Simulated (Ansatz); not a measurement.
## Notes on KLuS$_{2}$

```yaml
crystal:
  lattice:
    - [3.95945, 0.00000, 0.00000]
    - [-1.97973, 3.42899, 0.00000]
    - [-1.97973, 1.14300, 7.30962]
  atoms:
    - { symbol: Lu, position: [0.50000, 0.50000, 0.50000] }
    - { symbol: K, position: [0.00000, 0.00000, 0.00000] }
    - { symbol: S, position: [0.23369, 0.76631, 0.70107] }
    - { symbol: S, position: [0.76631, 0.23369, 0.29893] }
```

Method: r2SCAN, no spin polarisation; PAW, plane waves to 500 eV, 8×8×8 Γ-centred mesh, fermi-dirac occupations (width 0.0136 eV) (Ansatz 0.2.0), atoms fixed.

Is it stable against the elements?

-2.14 eV an atom against the elements' usual phases (free molecules for gases, crystals otherwise, with no correction for O₂ or N₂), so it is bound against them; other compounds may still compete. Relaxing would lower it.

Describe some of the short contacts.

Lu–S at 2.72 Å: least valence density 0.30 e/Å³ and ELF 0.20 there. K–S at 3.16 Å: least valence density 0.09 e/Å³ and ELF 0.05 there, a closed-shell (ionic or weak) contact. Both are smooth PAW fields, read partly inside the augmentation spheres.

Where is the largest force?

The largest is on S3 (and as large on other atoms): 0.15 eV/Å, components (0.00, 0.00, -0.15). It makes 57° with the line to a nearest neighbour, Lu1 at 2.72 Å.

Metal or insulator? Give the gap.

The gap is 2.70 eV, indirect (the least direct gap found is 3.56 eV). A semilocal functional usually gives too small a gap.

What does the stress say?

The pressure is -0.5 GPa (compression positive), so with the atoms held at these fractions the cell would first shrink.

What is the character of the valence top and the conduction bottom?

Within 0.7 eV of the edges, the states project mainly on S p (92 %) below the gap and on Lu d (73 %) above it.

How is the charge shared?

Bader charges in e: K +0.81, Lu +2.01, S -1.41. In the mean Lu gives up most and S takes most.

Origin: a database entry at a rescaled volume.
